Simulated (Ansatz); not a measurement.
Fields on a plane of CsPbCl3 (cubic perovskite)

```
CELL_PARAMETERS angstrom
      5.67350     0.00000     0.00000
      0.00000     5.67350     0.00000
      0.00000     0.00000     5.67350
ATOMIC_POSITIONS crystal
  Cs 0.00000 0.00000 0.00000
  Pb 0.50000 0.50000 0.50000
  Cl 0.00000 0.50000 0.50000
  Cl 0.50000 0.50000 0.00000
  Cl 0.50000 0.00000 0.50000
```

The slice is a {110} plane (indices of the conventional cell) through the point (0.000, 0.000, 0.000) (fractional), spanned by u = [100] and v = [011] in vectors of this cell: u (5.67 Å) and v (8.02 Å, at 90° to u). It covers one period; positions are fractions (u, v).

Atoms on it: Cs at (0.00, 0.00); Pb at (0.50, 0.50); Cl at (0.00, 0.50).

Level of theory: r2SCAN (plane waves to 500 eV, PAW, scalar-relativistic; Ansatz, a program for electronic structure). k mesh 6×6×6. These are valence fields of a PAW run, semicore shells included where kept as valence: close to a nucleus they are smooth pseudo fields. CsPbCl3 was relaxed with its symmetry unable to fall. Spin-orbit coupling is left out, though Pb is heavy. This is a high-temperature form of CsPbCl3.

```
v \ u  0.00  0.12  0.24  0.35  0.47  0.59  0.71  0.82  0.94
-----  ----  ----  ----  ----  ----  ----  ----  ----  ----
0.88   -0.1  -0.4  -1.2  -1.9  -1.9  -2.0  -1.7  -0.8  -0.2
0.75   -1.6  -1.7  -1.9  -1.7  -1.5  -1.5  -1.9  -1.9  -1.6
0.62   -0.3  -0.6  -1.1  -0.7  -0.2  -0.4  -1.1  -0.9  -0.4
0.50   -3.0   0.2  -0.6   0.1   1.0   0.7  -0.4  -0.2   0.1
0.38   -0.3  -0.6  -1.1  -0.7  -0.2  -0.4  -1.1  -0.9  -0.4
0.25   -1.6  -1.7  -1.9  -1.7  -1.5  -1.5  -1.9  -1.9  -1.6
0.12   -0.1  -0.4  -1.2  -1.9  -1.9  -2.0  -1.7  -0.8  -0.2
0.00   -3.0   0.1  -0.6  -1.8  -2.4  -2.3  -1.3  -0.1  -0.4
```

Values: log₁₀ of the valence density in e/Å³. The scale is logarithmic, as a density can span decades between atoms and voids; values under 0.001 e/Å³ are set to 0.001.

```tsv
v \ u	0.00	0.12	0.24	0.35	0.47	0.59	0.71	0.82	0.94
0.92	x	x	0.3	4.2	5.2	4.9	2.9	<-3.0	x
0.83	-2.3	0.3	3.3	4.9	5.5	5.3	4.3	2.0	-1.5
0.75	4.0	4.3	4.6	4.7	4.6	4.6	4.7	4.4	4.1
0.67	4.6	5.0	4.3	1.7	-1.3	0.0	3.2	4.9	4.8
0.58	x	x	2.3	<-3.0	x	x	-1.3	2.3	x
0.50	x	x	0.5	x	x	x	<-3.0	-2.5	x
0.42	x	x	2.3	<-3.0	x	x	-1.3	2.3	x
0.33	4.6	5.0	4.3	1.7	-1.3	0.0	3.2	4.9	4.8
0.25	4.0	4.3	4.6	4.7	4.6	4.6	4.7	4.4	4.1
0.17	-2.3	0.3	3.3	4.9	5.5	5.3	4.3	2.0	-1.5
0.08	x	x	0.3	4.2	5.2	4.9	2.9	<-3.0	x
0.00	x	x	-2.3	3.7	5.0	4.6	2.0	<-3.0	x
```

Values: electrostatic potential energy of an electron, from the cell's mean, in eV. Points within 1 Å of a nucleus are blanked (x), as the pseudised field means little there. Values under -3 eV are set to -3. The zero, the cell's mean, hangs on the PAW cores.
